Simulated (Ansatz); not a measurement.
Ansatz (a program for electronic structure) input:

Ansatz 0.2 input:
```yaml
crystal:
  lattice:
    - [3.2010230688, 0.0, 0.0]
    - [-1.6005115344, 2.7721672957, 0.0]
    - [0.0, 0.0, 2.8880706056]
  atoms:
    - { symbol: Hf, position: [0.0, 0.0, 0.0] }
    - { symbol: C, position: [0.3333333333, 0.6666666667, 0.5] }
kpoints:
  mp_grid: { grid: [11, 11, 10] }
  band_path:
    path:
      - [[0.0, 0.0, 0.0], [0.5, 0.0, 0.0], [0.3333333333, 0.3333333333, 0.0], [0.0, 0.0, 0.0], [0.0, 0.0, 0.5], [0.5, 0.0, 0.5], [0.3333333333, 0.3333333333, 0.5], [0.0, 0.0, 0.5]]  # Γ-M-K-Γ-A-L-H-A
      - [[0.5, 0.0, 0.5], [0.5, 0.0, 0.0]]  # L-M
      - [[0.3333333333, 0.3333333333, 0.5], [0.3333333333, 0.3333333333, 0.0]]  # H-K
    npoints: 8
basis: { xc_grid: 2 }
hamiltonian:
  xc: pbesol
  pseudopotentials: { kind: paw }
magnetization: { noncollinear: true, spin_orbit: true }
scf:
  n_extra_bands: 12
  convergence: { dr2_threshold: 0.0000000001 }
  occupations: { method: gaussian, width: 0.05 }
output: { eigenvalues: true }
```

Output (shortened):

```
Pseudopotentials: kind: paw_fr
Pseudopotential: Hf, paw_fr, valence charge 26
Pseudopotential: C, paw_fr, valence charge 4
Functional definition: PBEsol
non-collinear run that drives no moment, with spin-orbit …
Crystal: 2 atoms, lattice volume = 25.628 Å³
Basis set: ecut = 420 eV, 501 PW (Γ), exchange–correlation on 48×48×40 points (8 copies of the dense FFT grid, shifted against one another)
Bands: 42, of which v1, the nominal top of the filled ones, is band 30 counted from 1 (29 counted from 0)
Symmetry: 12 space group operations + 12 with time reversal
k-points: 96 of 1210 (time reversal used)
Projection manifold: j_resolved (fully-relativistic pseudo-atomic orbitals)
PAW frozen core: Hf, regenerated for the run's functional, and the local potential with it
PAW frozen core: C, regenerated for the run's functional, and the local potential with it
Initial density: superposition of atomic densities (chi_scale 0.1, normalization cell, long waves kept (reshape's long-wave potential 0.00 eV rms))
Initial wavefunctions: pseudopotential atomic-orbital guess
Eigensolver: davidson
Functional: x = pbesol(κ = 0.804, μ = 0.12345679012345678), c = pbesol(β = 0.046)
SCF iter   1: F=—  HF=-15864.051678 eV  |F-HF|=—  |Δ(HF+E_count)|=         —  Δρ=8.85e-2  dr2=3.03e0  dr2_m=0.00e0 (ungated)  ethr=3.10e-3  |M|=0.00e0 ∫|m|=0.00e0 μB  |m|>n=0.0e0 m-floor=0.0e0 τ_xc=0.0e0  β_m=0.30  ⟨swp⟩=5.6  Hψ=16602  notcnv=0  defer=30
all-band conjugate gradients solve this SCF's bands
preconditioner: auto → none
SCF iter   2: F=—  HF=-15863.411678 eV  |F-HF|=—  |Δ(HF+E_count)|=   6.40e-1  Δρ=3.43e-2  dr2=1.96e-1  dr2_m=0.00e0 (ungated)  ethr=3.10e-3  |M|=0.00e0 ∫|m|=0.00e0 μB  |m|>n=0.0e0 m-floor=0.0e0 τ_xc=0.0e0  β_m=0.30  ⟨swp⟩=2.1  Hψ=6156  notcnv=0  defer=540
SCF iter   3: F=—  HF=-15863.375124 eV  |F-HF|=—  |Δ(HF+E_count)|=   3.66e-2  Δρ=2.12e-2  dr2=6.73e-2  dr2_m=0.00e0 (ungated)  ethr=6.53e-4  |M|=0.00e0 ∫|m|=0.00e0 μB  |m|>n=0.0e0 m-floor=0.0e0 τ_xc=0.0e0  β_m=0.47  ⟨swp⟩=2.2  Hψ=5503  notcnv=0  defer=540
SCF iter   4: F=—  HF=-15863.368879 eV  |F-HF|=—  |Δ(HF+E_count)|=   6.25e-3  Δρ=8.97e-3  dr2=1.27e-2  dr2_m=0.00e0 (ungated)  ethr=2.24e-4  |M|=0.00e0 ∫|m|=0.00e0 μB  |m|>n=0.0e0 m-floor=0.0e0 τ_xc=0.0e0  β_m=0.43  ⟨swp⟩=3.0  Hψ=6954  notcnv=0  defer=540
SCF iter   5: F=—  HF=-15863.365887 eV  |F-HF|=—  |Δ(HF+E_count)|=   2.99e-3  Δρ=2.49e-3  dr2=6.75e-4  dr2_m=0.00e0 (ungated)  ethr=4.24e-5  |M|=0.00e0 ∫|m|=0.00e0 μB  |m|>n=0.0e0 m-floor=0.0e0 τ_xc=0.0e0  β_m=0.56  ⟨swp⟩=2.0  Hψ=6116  notcnv=0  defer=540
SCF iter   6: F=—  HF=-15863.366044 eV  |F-HF|=—  |Δ(HF+E_count)|=   1.57e-4  Δρ=3.67e-4  dr2=1.52e-5  dr2_m=0.00e0 (ungated)  ethr=2.25e-6  |M|=0.00e0 ∫|m|=0.00e0 μB  |m|>n=0.0e0 m-floor=0.0e0 τ_xc=0.0e0  β_m=0.71  ⟨swp⟩=2.1  Hψ=5687  notcnv=0  defer=540
SCF iter   7: F=—  HF=-15863.366053 eV  |F-HF|=—  |Δ(HF+E_count)|=   8.92e-6  Δρ=4.12e-5  dr2=2.80e-7  dr2_m=0.00e0 (ungated)  ethr=5.07e-8  |M|=0.00e0 ∫|m|=0.00e0 μB  |m|>n=0.0e0 m-floor=0.0e0 τ_xc=0.0e0  β_m=0.70  ⟨swp⟩=2.1  Hψ=6428  notcnv=0  defer=540
SCF iter   8: F=—  HF=-15863.366053 eV  |F-HF|=—  |Δ(HF+E_count)|=   1.95e-7  Δρ=7.61e-6  dr2=3.57e-9  dr2_m=0.00e0 (ungated)  ethr=9.32e-10  |M|=0.00e0 ∫|m|=0.00e0 μB  |m|>n=0.0e0 m-floor=0.0e0 τ_xc=0.0e0  β_m=0.78  ⟨swp⟩=2.8  Hψ=6408  notcnv=0  defer=540
SCF iter   9: F=-15863.366053 eV  HF=-15863.366053 eV  |F-HF|=7.28e-12  |Δ(HF+E_count)|=   3.47e-9  Δρ=7.63e-7  dr2=6.99e-11  dr2_m=0.00e0 (ungated)  ethr=1.00e-12  |M|=0.00e0 ∫|m|=0.00e0 μB  |m|>n=0.0e0 m-floor=0.0e0 τ_xc=0.0e0  ⟨swp⟩=8.5  Hψ=18418  notcnv=0
SCF 1 converged in 9 iterations: F = -15863.366053 eV  dr2 = 6.99e-11
NSCF: frozen V_eff on 75 k-points
SCF converged after 9 iterations
Magnetization: |M| = 0.0000 μB,  M = (+0.0000, +0.0000, +0.0000) μB
Absolute magnetization: 0.0000 μB (∫|m|)
  site 0: m = (+0.0000, +0.0000, +0.0000) μB, |m| = 0.0000 μB  (R = 0.97 Å)
  site 1: m = (+0.0000, +0.0000, +0.0000) μB, |m| = 0.0000 μB  (R = 0.97 Å)
Free energy (F): -15863.366053 eV
Harris-Foulkes:  -15863.366053 eV  (|F-HF|=7.28e-12)
Internal energy: -15863.365582 eV  (E = F + TS)
E sigma→0 (E₀):  -15863.365818 eV
Entropy (-TS):   -0.000471 eV (-0.235 meV/atom)
Fermi energy:    19.421738 eV
--- Per-component energies (eV) ---
  E_band       = 95.721397
  E_kinetic    = 513.395327
  E_local      = -5134.791226  (includes V_loc(G=0)·N_el)
  E_nonlocal   = -1212.601283
  E_hartree    = 2421.927001
  E_xc         = -346.070642
  E_vxc        = -326.575472  (∫ρ·V_xc dr)
  E_paw        = -6920.726708  (= ΣΔE_a)
  E_vpaw       = 1412.440724  (= ΣTr[D̂ρ^β])
  E_aug_tail   = 0.000005  (compensation charges beyond the density's cutoff)
  E_ewald      = -5185.775170
  E_core_change = 1.277113  (= ΣΔE_core)
  E_smearing   = -0.000471  (= −TS)
  E_closure    =  0.000000  (closes the sum)
  Σ components = -15863.366053   (vs F -15863.366053, Δ=0.00e0)
  [band-id]    e_kinetic+e_local+e_nonlocal+2·e_hartree+e_vxc+e_vpaw+e_augmentation_tail = 95.722077   (vs E_band 95.721397, Δ=6.79e-4)
--- Band table (eV; the first three rows and the last of 96) ---
  k-point 0: bands = ["-41.5029", "-41.5029", "-15.6852", "-15.6852", "-7.9702", "-7.9702", "-7.6823", "-7.6823", "7.3018", "7.3018", "7.6528", "7.6528", "7.6717", "7.6717", "7.6866", "7.6866", "9.3350", "9.3350", "9.3908", "9.3908", "9.3912", "9.3912", "9.4157", "9.4157", "17.7463", "17.7463", "17.8739", "17.8739", "18.1760", "18.1760", "21.1430", "21.1430", "24.5586", "24.5586", "25.7137", "25.7137", "25.9177", "25.9177", "26.3933", "26.3933", "26.4263", "26.4263"]
  k-point 1: bands = ["-41.4964", "-41.4964", "-15.7018", "-15.7018", "-7.9572", "-7.9572", "-7.7735", "-7.7735", "7.4408", "7.4408", "7.6489", "7.6547", "7.6697", "7.6697", "7.7763", "7.7763", "9.3369", "9.3369", "9.3866", "9.3866", "9.3900", "9.3987", "9.4129", "9.4129", "17.8440", "17.8807", "17.9327", "17.9327", "18.0025", "18.0025", "21.2325", "21.2325", "24.3883", "24.4482", "24.4482", "24.7720", "24.8066", "24.8066", "27.0681", "27.2675", "27.2675", "27.5096"]
  k-point 2: bands = ["-41.4793", "-41.4793", "-15.7468", "-15.7468", "-8.0002", "-8.0002", "-7.9231", "-7.9231", "7.5512", "7.5512", "7.6445", "7.6539", "7.6660", "7.6660", "8.2961", "8.2961", "9.3432", "9.3432", "9.3757", "9.3757", "9.3973", "9.4115", "9.4133", "9.4133", "17.0146", "17.0146", "18.1433", "18.2257", "18.2940", "18.2940", "22.0447", "22.0447", "22.8975", "23.0670", "23.0670", "23.2828", "25.3957", "25.3957", "27.0765", "27.3159", "27.3159", "27.4825"]
  k-point 95: bands = ["-41.3919", "-41.3919", "-16.0048", "-15.9916", "-8.5567", "-8.5402", "-8.3641", "-8.3075", "7.5785", "7.5871", "7.6002", "7.6579", "7.6756", "7.6756", "9.1692", "9.3204", "9.3213", "9.3521", "9.3803", "9.4086", "9.4089", "9.4297", "10.5210", "10.5885", "14.7512", "14.8045", "15.7982", "16.2079", "19.2167", "19.3520", "20.9895", "21.0472", "25.8941", "25.9620", "26.6945", "26.8462", "28.0704", "28.5030", "30.2819", "30.5233", "30.6787", "30.9743"]
  band table: 42 of 42 bands, residual norms ≤ 1.0e-3 eV
```

Cost: roughly 27 core-seconds on shared cores.

Space group P-6m2. The start of the workflow was typed in or built on a structure type; neither database checked (COD, Materials Project) lists it. It is not the phase usual at ambient conditions (space group No. 225). The cell was relaxed with PBEsol under the symmetry of its start. At this level the phase is mechanically unstable. No spin polarisation was allowed.

Potentials: the later of the program's two PAW sets.

Ansatz is a plane-wave DFT program.
